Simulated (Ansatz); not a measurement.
Consider the following.

Zr$_{4}$Al$_{3}$:
```cif
data_Al3Zr4
_chemical_formula_sum 'Zr4 Al3'
_space_group_name_H-M_alt 'P 1'
_space_group_IT_number 1
_cell_length_a 5.44279
_cell_length_b 5.44279
_cell_length_c 5.38096
_cell_angle_alpha 90.000
_cell_angle_beta 90.000
_cell_angle_gamma 120.000
loop_
_space_group_symop_operation_xyz
  'x, y, z'
loop_
_atom_site_label
_atom_site_type_symbol
_atom_site_fract_x
_atom_site_fract_y
_atom_site_fract_z
_atom_site_occupancy
Zr1 Zr 0.00000 0.00000 0.26048 1
Zr2 Zr 0.00000 0.00000 0.73952 1
Zr3 Zr 0.33333 0.66667 0.50000 1
Zr4 Zr 0.66667 0.33333 0.50000 1
Al1 Al 0.00000 0.50000 0.00000 1
Al2 Al 0.50000 0.00000 0.00000 1
Al3 Al 0.50000 0.50000 0.00000 1
```

This is the r²SCAN-relaxed structure.

Problem. All from the program Ansatz at the r²SCAN level (PAW), unless another level is named. Predict the density of states at the Fermi level.

Solution. 0.47 states/eV per atom (mean over ±0.08 eV).

Problem. And the formation energy from the elements (no fitted shifts)?

Solution. -0.52 eV/atom.

Space group P6/mmm. The workflow started from a Materials Project entry (that database holds measured and hypothetical structures alike); the Crystallography Open Database copy checked does not list it. Whether it is the stable phase at ambient conditions was not checked. The r²SCAN relaxation kept the symmetry of its start; its stability against distortions is not shown here. No spin polarisation was allowed. The references are the lowest solids computed at this level, not always the standard phases. Scalar-relativistic: spin–orbit coupling is off unless named, which matters more the heavier the elements.

Potentials: the later of the program's two PAW sets.
